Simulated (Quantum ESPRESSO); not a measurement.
# Planted mistakes on one cell of Ti2TaO5F3

The results below are calculated, not measured. They come from pw.x of Quantum ESPRESSO 7.5, a plane-wave density functional program, with PseudoDojo standard norm-conserving files (v0.5 for PBE, v0.4.1 for LDA and PBEsol). The cells are made up: elements, strain and atom displacements were drawn at random, and nothing was relaxed. There is no spin polarisation, spin-orbit coupling or dispersion term.

The cell has 12 sites of a fluorite lattice. Sites 1 to 4 hold Ti Ti Ta empty; sites 5 to 12 hold O O O O O F F F. Cell vectors in Å: (4.918, 0.036, 0.044); (0.036, 5.031, -0.017); (0.044, -0.017, 4.965). Settings: PBE, cutoff 1143 eV, 5 x 4 x 5 k mesh shifted by half a step, Fermi-Dirac smearing of 0.025 eV.

The intended run has a self-consistency threshold of 1e-07 eV, a smearing term of 0.000 eV, a pressure of -11.95 GPa and 22 iterations. Each further run changes one thing: atoms of sites 8 and 12 exchanged; cutoff 749 eV; k mesh 2 x 2 x 2; one electron added; smearing 0.81 eV; threshold 0.03 eV. A coarse mesh keeps the shift, and a charged cell sits in a uniform background.

| run | change of free energy (eV) | smearing term -TS (eV) | change of P (GPa) | largest change of a force component (eV/Å) | iterations |
| --- | --- | --- | --- | --- | --- |
| A | -3.583 | -8.571 | 8.02 | 2.273 | 21 |
| B | 3.306 | 0.000 | -27.26 | 0.128 | 19 |
| C | -0.600 | 0.000 | -0.95 | 3.912 | 26 |
| D | 0.016 | 0.000 | 0.57 | 0.046 | 12 |
| E | 10.236 | -0.034 | 22.06 | 0.761 | 25 |
| F | -0.217 | 0.000 | -0.53 | 0.105 | 22 |

A rerun of the intended cell at 1437 eV and k mesh 7 x 6 x 7 moved values by no more than 0.002 eV in the cell's energy, 0.05 GPa in stress and 0.004 eV/Å in force.

Question: which change belongs to which run?

## Worked reading

Run D has the fewest iterations, as a run stopped early does. Run A has the largest smearing term, as wide smearing gives. Run B has a higher energy and the largest fall in pressure, as too small a basis gives. Energies from files of another functional, or of a charged cell, have another zero and say nothing on stability; the pressure of a charged cell rests on the program's zero of potential too.

## Key

```
run,change
A,smearing 0.81 eV
B,cutoff 749 eV
C,atoms of sites 8 and 12 exchanged
D,threshold 0.03 eV
E,one electron added
F,k mesh 2 x 2 x 2
```